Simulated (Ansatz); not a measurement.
Here is the system:

ZrSi₂:
```cif
data_Si8Zr4
_chemical_formula_sum 'Zr4 Si8'
_space_group_name_H-M_alt 'Cmcm'
_space_group_IT_number 63
_space_group_name_Hall '-C 2c 2'
_cell_length_a 3.70604
_cell_length_b 14.79878
_cell_length_c 3.67678
_cell_angle_alpha 90.000
_cell_angle_beta 90.000
_cell_angle_gamma 90.000
loop_
_atom_site_label
_atom_site_type_symbol
_atom_site_symmetry_multiplicity
_atom_site_Wyckoff_symbol
_atom_site_fract_x
_atom_site_fract_y
_atom_site_fract_z
_atom_site_occupancy
Zr1 Zr 4 c 0.00000 0.10540 0.75000 1
Si1 Si 4 c 0.00000 0.55311 0.25000 1
Si2 Si 4 c 0.00000 0.25026 0.25000 1
```
(The calculation used a cell of 6 atoms; values per cell refer to that cell.)

This is the PBE-relaxed structure.

Task: All from PBE (plane waves, PAW; program Ansatz), unless another level is named. Estimate the electronic character.

Result: metallic (no gap).

Task: Next, the formation energy from the elements (no fitted shifts)?

Result: -64 kJ/mol of atoms.

Task: Next, the density of states at the Fermi level?

Result: 0.23 states/eV per atom (mean over ±0.08 eV).

The PBE relaxation kept the symmetry of its start. No spin polarisation was allowed. The references are the lowest solids computed at this level, not always the standard phases. Scalar-relativistic: spin–orbit coupling is off unless named, which matters more the heavier the elements.

Potentials: the later of the program's two PAW sets.
